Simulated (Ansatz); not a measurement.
Here is the system:

SnSe:
```
SnSe
1.0
   11.33446     0.00000     0.00000
    0.00000     4.11829     0.00000
    0.00000     0.00000     4.31170
Se Sn
4 4
Direct
  0.85767   0.25000   0.47575
  0.64233   0.75000   0.97575
  0.35767   0.25000   0.02425
  0.14233   0.75000   0.52425
  0.11771   0.25000   0.09403
  0.38229   0.75000   0.59403
  0.61771   0.25000   0.40597
  0.88229   0.75000   0.90597
```

This is the LDA-relaxed structure. x, y and z are the axes in which the lattice vectors are written.

### Question
All from LDA (plane waves, PAW; program Ansatz), unless another level is named. Predict the Hill bulk and shear moduli.

### Answer
41.6 and 23.9 GPa.

### Question
And the highest zone-centre frequency (without LO–TO term)?

### Answer
181 cm^-1.

### Question
What about the elastic constants (relaxed ions, GPa)?

### Answer
C11 = 82.0, C22 = 87.1, C33 = 51.2, C12 = 18.7, C13 = 22.4, C23 = 40.3, C44 = 48.5, C55 = 21.5, C66 = 17.8.

Space group Pnma. The cell was relaxed with LDA under the symmetry of its start; of distortions, only those at the zone centre were tested. A crystal of weakly bound layers computed without a dispersion correction: the cell and the soft elastic constants depend strongly on that. Scalar-relativistic: spin–orbit coupling is off unless named, which matters more the heavier the elements.

Potentials: the later of the program's two PAW sets.
